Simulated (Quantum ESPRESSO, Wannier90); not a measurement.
# Wannier functions of BaBrF (P4/nmm)

```
begin unit_cell_cart
ang
    4.5399200000    0.0000000000    0.0000000000
    0.0000000000    4.5399200000    0.0000000000
    0.0000000000    0.0000000000    7.4953900000
end unit_cell_cart
begin atoms_frac
Ba   0.0000000000  0.5000000000 -0.1916200000
Ba   0.5000000000  0.0000000000  0.1916200000
Br   0.5000000000  0.0000000000 -0.3503900000
Br   0.0000000000  0.5000000000  0.3503900000
F    0.5000000000  0.5000000000  0.0000000000
F    0.0000000000  0.0000000000  0.0000000000
end atoms_frac
```

Structure: Materials Project mp-23070, symmetrised, not relaxed again. COD (Crystallography Open Database) has an entry of this formula and space group (matched by these alone). Method: PBEsol plane waves in Quantum ESPRESSO 7.5 (PseudoDojo norm-conserving files, 68 Ry, no spin polarisation, no spin-orbit coupling), Bloch states on a 4×4×4 mesh through Γ, Wannier90 4.0.1. Density: 8×8×4 mesh, cold smearing 0.01 Ry. Spin-orbit coupling is left out although heavy elements are present.

Bands 3-6,13-24 form an isolated set from -20.88 to 0.00 eV relative to the valence-band maximum (on the path) and are turned into 16 Wannier functions by minimising the spread from the start: s functions at random places. Bands 7–12 (Ba 5p 95 %) lie between the kept ones and are excluded.

Question: Where do the functions sit, how wide are they and what are they made of?

Answer: 
```
functions  spread (Å²)  nearest atom, distance (Å)  second atom, distance (Å)  weight on atomic waves
---------  -----------  --------------------------  -------------------------  ----------------------
8                 1.61                     Br 0.48                    Ba 2.98  Br 4p 72 %, Br 4s 22 %
8                 0.77                      F 0.32                    Ba 2.37    F 2p 71 %, F 2s 24 %
```

Ω_I = 17.07 Å², Ω_total = 18.98 Å²; the interpolated bands follow pw.x to 1.3 meV rms on the path. It is the lowest total spread that any start reached here.
